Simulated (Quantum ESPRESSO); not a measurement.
Band energies of TaN

```
TaN
1.0
    2.93994     0.00000     0.00000
   -1.46997     2.54606     0.00000
    0.00000     0.00000     2.89018
N Ta
1 1
Cartesian
  1.46997   0.84869   0.00000
  0.00000   0.00000   1.44509
```

PBEsol (Quantum ESPRESSO, PseudoDojo norm-conserving, 84 Ry, no spin-orbit coupling); path ΓMKΓALHA,LM,KH; energies in eV from the Fermi level.

| k (1/Å) | point | band 5 | band 6 | band 7 | band 8 | band 9 | band 10 | band 11 | band 12 |
|---|---|---|---|---|---|---|---|---|---|
| 0.00 | Γ | -17.66 | -4.52 | -4.52 | -4.17 | -2.92 | 2.20 | 3.57 | 3.57 |
| 0.79 |  | -16.08 | -7.45 | -4.64 | -3.48 | -3.02 | 2.40 | 3.27 | 4.40 |
| 1.23 | M | -15.36 | -8.26 | -5.18 | -3.45 | -3.14 | 3.00 | 4.05 | 5.18 |
| 1.71 |  | -15.09 | -7.77 | -5.22 | -5.15 | -0.90 | 1.37 | 2.28 | 3.21 |
| 1.95 | K | -14.98 | -7.54 | -5.70 | -5.15 | 0.16 | 1.05 | 1.60 | 2.48 |
| 2.46 |  | -15.69 | -7.55 | -4.84 | -4.41 | -1.80 | 1.26 | 2.14 | 4.88 |
| 3.27 |  | -17.62 | -4.64 | -4.49 | -4.12 | -2.97 | 2.34 | 3.49 | 3.58 |
| 3.37 | Γ | -17.66 | -4.52 | -4.52 | -4.17 | -2.92 | 2.20 | 3.57 | 3.57 |
| 4.13 |  | -15.71 | -8.33 | -3.85 | -3.85 | 0.17 | 0.17 | 1.22 | 3.96 |
| 4.46 | A | -15.02 | -9.33 | -3.70 | -3.70 | -0.07 | -0.07 | 2.40 | 3.32 |
| 4.87 |  | -15.18 | -8.57 | -4.35 | -4.32 | -1.26 | 0.88 | 3.04 | 3.67 |
| 5.69 | L | -15.66 | -7.30 | -6.17 | -5.64 | -0.34 | 4.15 | 5.37 | 6.05 |
| 6.40 | H | -15.60 | -8.19 | -6.53 | -3.87 | -0.34 | 4.46 | 5.04 | 6.70 |
| 7.16 |  | -15.37 | -7.71 | -5.75 | -4.29 | -1.78 | 2.42 | 3.23 | 4.63 |
| 7.83 | A | -15.02 | -9.33 | -3.70 | -3.70 | -0.07 | -0.07 | 2.40 | 3.32 |
| 7.83 | L | -15.66 | -7.30 | -6.17 | -5.64 | -0.34 | 4.15 | 5.37 | 6.05 |
| 8.52 |  | -15.39 | -8.20 | -5.41 | -4.06 | -2.13 | 2.87 | 3.95 | 5.41 |
| 8.92 | M | -15.36 | -8.26 | -5.18 | -3.45 | -3.14 | 3.00 | 4.05 | 5.18 |
| 8.92 | K | -14.98 | -7.54 | -5.70 | -5.15 | 0.16 | 1.05 | 1.60 | 2.48 |
| 9.21 |  | -15.08 | -6.95 | -6.23 | -5.50 | -0.43 | 1.99 | 2.61 | 3.19 |
| 10.00 | H | -15.60 | -8.19 | -6.53 | -3.87 | -0.34 | 4.46 | 5.04 | 6.70 |

At this level the gap is closed or nearly so: along the path the highest valence and lowest conduction bands touch, or overlap by less than 0.6 eV, a zero-gap or semimetallic result; the valence top lies at 60 % of the way from Γ to A, the conduction bottom at A, 0.50 eV lower. Semilocal functionals close the gaps of some narrow-gap semiconductors, so this alone doesn't show that the compound has none.

Without spin-orbit coupling, band edges of such heavy elements can be off by tenths of an eV.

Geometry of the Materials Project entry, not relaxed at this level.
